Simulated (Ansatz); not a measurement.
Values for one crystal, relaxed and computed with DFT-LDA in the program Ansatz with PAW potentials; other levels are named.

- Volume per atom = 32.90 Å³
- Band gap = 0.61 eV (direct)
- Poisson's ratio = 0.35
- Hole effective mass, band 1 of 3 at the edge = 0.48 along [100], 2.5 along [110], 1.0 along [111] (mₑ)
- Electron effective mass = 0.050 mₑ (isotropic)
- Bulk modulus (Birch–Murnaghan fit) = 46.2 GPa
- Hole effective mass, band 2 of 3 at the edge = 0.48 along [100], 0.48 along [110], 1.0 along [111] (mₑ)

Q: Which of these materials gives this?
A) CaSe, rock salt
B) HfS2, CdI2 type
C) CdTe, zinc blende
D) Si3N4, P6_3/m (Si on 6h, N on 2c, N on 6h)

A: C, CdTe, zinc blende

Space group F-43m (zinc blende). Symmetry was held in the LDA relaxation; of distortions, only those at the zone centre were tested. Spin–orbit coupling is left out wherever it is not named.

Potentials: the later of the program's two PAW sets.
